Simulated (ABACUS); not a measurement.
ABACUS run on WS2 (R3m, 3 atoms in the cell; from Materials Project mp-9813, lattice scaled a little): self-consistent single point.

Computed with ABACUS with LDA (PW92), numerical atomic orbitals TZDP (confined pseudo-atomic orbitals with Gaussian additions; energy shift 0.01 Ry), PseudoDojo 0.4 standard norm-conserving LDA (tails mended) pseudopotentials.

```
WS2
1.0
    1.59196     0.91912     6.48785
   -1.59196     0.91912     6.48785
    0.00000    -1.83823     6.48785
W S
1 2
Cartesian
  0.00000   0.00000   0.01304
  0.00000   0.00000   8.06011
  0.00000   0.00000   4.94219
```

Reference input (self-consistent single point, DFT, LDA (PW92), numerical atomic orbitals TZDP (confined pseudo-atomic orbitals with Gaussian additions; energy shift 0.01 Ry), PseudoDojo 0.4 standard norm-conserving LDA (tails mended) pseudopotentials): basis = TZDP numerical atomic orbitals, energy shift 0.01 Ry; KPT = Gamma 12 12 12 0 0 0; basis_type = lcao; dft_functional = PWLDA; ecutwfc = 100 Ry; smearing_method = fd; smearing_sigma = 0.00146997 Ry; potentials = PseudoDojo 0.4 standard norm-conserving LDA (tails mended); symmetry = 1; ks_solver = genelpa; scf_nmax = 100; scf_thr = 1.0e-07. This run's input differs from it in these lines:

```diff
@@ -54,3 +54,3 @@
 Gamma
-12 12 12 0 0 0
+2 2 2 0 0 0
```

The program printed (abridged):

```
 SELF-CONSISTENT
 -------------------------------------------

                  longest orb rcut (Bohr) = 7.3
   longest nonlocal projector rcut (Bohr) = 2.06
                     search radius (Bohr) = 18.7

                          real space grid = [ 81, 81, 81 ]
                                 init_chg = atomic

 LCAO ALGORITHM --------------- ION=   1  ELEC=   1--------------------------------

 Density error is 0.0691583696623
 E_KohnSham     -196.1481230708      -2668.7321257680
 E_Fermi        0.8510854447         11.5796115330

 LCAO ALGORITHM --------------- ION=   1  ELEC=   2--------------------------------

   [... lines left out ...]

   [... 7 blocks of this kind left out ...]

 LCAO ALGORITHM --------------- ION=   1  ELEC=  10--------------------------------

 Density error is 2.37547904457e-07
 E_KohnSham     -196.1741799731      -2669.0866481114
 E_Fermi        0.8573878510         11.6653601702

 LCAO ALGORITHM --------------- ION=   1  ELEC=  11--------------------------------

 Density error is 4.10807292138e-08
 E_KohnSham     -196.1741799731      -2669.0866481114
 E_KS(sigma->0) -196.1741799731      -2669.0866481114
 E_entropy(-TS) -0.0000000000        -0.0000000000
 E_Fermi        0.8573879015         11.6653608571
 charge density convergence is achieved
 final etot is -2669.0866481 eV
 EFERMI = 11.665360857 eV

 STATE ENERGY(eV) AND OCCUPATIONS    NSPIN == 1
   [... 20 lines left out ...]

 TOTAL-FORCE (eV/Angstrom)
                        W1         0.0000000000         0.0000000000        -0.0284019258
                        S1         0.0000000000         0.0000000000         0.3110359359
                        S2         0.0000000000         0.0000000000        -0.2826340101

 TOTAL-STRESS (KBAR)
       -49.8523296913         0.0000000000         0.0000000000
         0.0000000000       -49.8523082654        -0.0000000000
         0.0000000000        -0.0000000000        15.4404402494
 TOTAL-PRESSURE: -28.088066 KBAR

 --------------------------------------------
 !FINAL_ETOT_IS -2669.0866481114499038 eV
 --------------------------------------------
```

The run converged in 11 iterations. Against the reference run the free energy goes up by 345 meV/atom, the pressure goes from -5.37 to -2.81 GPa, the largest force goes from 0.156 to 0.311 eV/Å and the gap on the mesh goes from 1.216 to 1.940 eV.

Spin-orbit coupling is left out, which matters for bands and gaps with elements this heavy. The atom-centred basis is finite, which shifts total energies, pressures, gaps and forces against plane waves. This run is one point of a test of settings, so its values need not be converged; read them against the reference run alone. The structure comes from a collection of computed structures, made at another level of theory; the collection holds predicted forms beside known ones. Its lattice was then scaled.

Cost on one core: very roughly 40 core-seconds.

The atomic orbitals were generated for these runs; they are not ABACUS's published sets and were checked against plane waves on a few crystals only.

“Tails mended”: in these copies of the files the far tail of each local potential was reset to the Coulomb form.
